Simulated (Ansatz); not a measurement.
BP (CsCl type, Pm-3m) under volume change, DFT-r²SCAN in the program Ansatz with PAW potentials, scaled uniformly.

| V (Å³/atom) | E − E(relaxed) (meV/atom) | P (GPa) |
|---|---|---|
| 9.062 | 36.4 | 14.07 |
| 9.361 | 15.4 | 8.63 |
| 9.659 | 3.7 | 4.04 |
| 9.958 | 0.0 | 0.00 |
| 10.257 | 3.4 | -3.54 |
| 10.556 | 12.9 | -6.58 |
| 10.854 | 27.5 | -9.02 |

### Question
What does a third-order Birch–Murnaghan fit give for V₀, B₀ and B′?

### Answer
V₀ = 9.96 Å³/atom, B₀ = 124 GPa, B′ = 3.9.

The cell is a constructed one: a structure type filled with these elements; neither database checked (COD, Materials Project) lists it. It is not the phase usual at ambient conditions (space group No. 216). The r²SCAN relaxation kept the symmetry of its start. At this level the phase is mechanically unstable.

Potentials: the later of the program's two PAW sets.
